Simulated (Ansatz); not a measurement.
CdTe (CsCl type, space group No. 221) under volume change, PBE in the plane-wave PAW code Ansatz, scaled uniformly.

| V (Å³/atom) | E − E(relaxed) (meV/atom) | P (GPa) |
|---|---|---|
| 24.687 | 37.3 | 5.35 |
| 25.501 | (withheld) | (withheld) |
| 26.315 | 3.7 | 1.49 |
| 27.128 | 0.0 | 0.00 |
| 27.942 | 3.3 | -1.25 |
| 28.756 | (withheld) | (withheld) |
| 29.570 | 26.2 | -3.15 |

What belongs in the gaps?


- 25.501, E − E(relaxed) (meV/atom): 15.6
- 25.501, P (GPa): 3.26
- 28.756, E − E(relaxed) (meV/atom): 12.3
- 28.756, P (GPa): -2.29

What does a third-order Birch–Murnaghan fit give for V₀, B₀ and B′?

V₀ = 27.13 Å³/atom, B₀ = 45.2 GPa, B′ = 4.8.

Space group Pm-3m (CsCl type). A made-up cell: these elements were put on the sites of a structure type; neither database checked (COD, Materials Project) lists it. It is not the phase usual at ambient conditions (space group No. 216). Symmetry was held in the PBE relaxation; whether a distortion lowers the energy is not shown. Scalar-relativistic: spin–orbit coupling is off unless named, which matters more the heavier the elements.

Potentials: the later of the program's two PAW sets.
